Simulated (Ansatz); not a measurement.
ScAs (rock salt, Fm-3m), DFT-PBE in the program Ansatz with PAW potentials, all energies at zero smearing, with the estimated change up to a 700 eV cutoff added, with one set of potentials and settings (totals compare only within such a set). Cell of 2 atoms (1 As, 1 Sc): -6994.709 eV.

```
element                reference phase  E (eV/atom)
-------  -----------------------------  -----------
As           R-3m, 2 atoms in the cell   -4856.1377
Sc       P6_3/mmc, 2 atoms in the cell   -2135.8097
```

Formation energy per atom, worked out: (-6994.709 − 1×(-4856.1377) − 1×(-2135.8097))/2 = -1.381 eV/atom (-133 kJ per mol of atoms), at 0 K, without zero-point energy or fitted corrections.

The workflow started from an entry of the Crystallography Open Database (COD). Its standing as an ambient phase is unchecked. Symmetry was held in the PBE relaxation; its stability against distortions is not shown here. No spin polarisation was allowed. The references are the lowest solids computed at this level, not always the standard phases.

Potentials: the later of the program's two PAW sets.
